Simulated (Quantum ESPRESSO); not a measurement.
## B3SiP3C (a curve over strain)

Computed values, not a measurement. The program is pw.x of Quantum ESPRESSO 7.5 (plane-wave density functional theory). The cell is made up: 8 atoms on a zincblende/diamond lattice, with randomly drawn elements, strain and displacements, not relaxed. PseudoDojo standard norm-conserving files (v0.5 for PBE, v0.4.1 for LDA and PBEsol) set the functional; there is no spin polarisation, spin-orbit coupling or dispersion term, and the masses in the input are unused placeholders.

Seven runs add a strain to one cell (shear xy, as the tensor component); the atoms follow the cell and are not relaxed. Stress in the table is positive in tension.

Input of the run at +0.0021:

```
&control calculation='scf', pseudo_dir='./dojo.nc.sr.pbe.v0_5.standard.upf', outdir='./o', disk_io='medium', tprnfor=.true., tstress=.true. /
&system ibrav=0, nat=8, ntyp=4, nbnd=22, ecutwfc=82.02448710, nosym=.true., tot_charge=0,
 occupations='smearing', smearing='fd', degauss=0.0018374661
/
&electrons conv_thr=7.350e-09, electron_maxstep=60, /
ATOMIC_SPECIES
B 1.0 B.upf
C 1.0 C.upf
P 1.0 P.upf
Si 1.0 Si.upf
CELL_PARAMETERS angstrom
4.5531 -0.0129 0.0022
-0.0131 4.4966 -0.0021
0.0022 -0.0021 4.4367
ATOMIC_POSITIONS angstrom
B -0.0691 0.022 -0.0142
B -0.0242 2.2499 2.2425
Si 2.3032 0.0171 2.2424
B 2.3124 2.2408 -0.0142
P 1.1741 1.122 1.1396
P 1.0899 3.3575 3.2947
C 3.3925 1.1209 3.3186
P 3.4565 3.3824 1.112
K_POINTS automatic
4 4 4 1 1 1
```

| added strain | free energy less that of the input shown (eV) | stress xx (GPa) | stress yy (GPa) | stress zz (GPa) | stress xy (GPa) | pressure (GPa) | next band up at Gamma (eV) | iterations |
| --- | --- | --- | --- | --- | --- | --- | --- | --- |
| -0.0223 | 0.0724 | -15.55 | -17.24 | -18.27 | -8.01 | 17.02 | 0.732 | 11 |
| -0.0151 | 0.0180 | -15.19 | -16.85 | -18.25 | -4.71 | 16.76 | 0.793 | 11 |
| -0.0123 | 0.0041 | -15.07 | -16.72 | -18.26 | -3.43 | 16.69 | 0.814 | 11 |
| +0.0021 | 0.0000 | -14.79 | -16.39 | -18.48 | 3.13 | 16.55 | 0.891 | 11 |
| +0.0117 | 0.0604 | -14.90 | -16.43 | -18.79 | 7.50 | 16.71 | 0.888 | 11 |
| +0.0147 | 0.0879 | -14.96 | -16.48 | -18.90 | 8.87 | 16.78 | 0.880 | 11 |
| +0.0170 | 0.1129 | -15.03 | -16.53 | -19.00 | 9.92 | 16.86 | 0.872 | 11 |

A cubic fit gives a slope of stress xy against the added strain of 455 GPa at zero added strain, with the atoms clamped. Across the table the free energy follows the integral of the stress to within 0.8 meV. A rerun of one of the cells at 1347 eV and a 6 x 6 x 6 mesh moved values by no more than 0.006 eV in energy, 0.02 GPa in stress and 0.004 eV/Å in force. The band column is the level of band 17 at Gamma less that of band 16, whose number is half the electron count, rounded up; it comes from a band step after each run.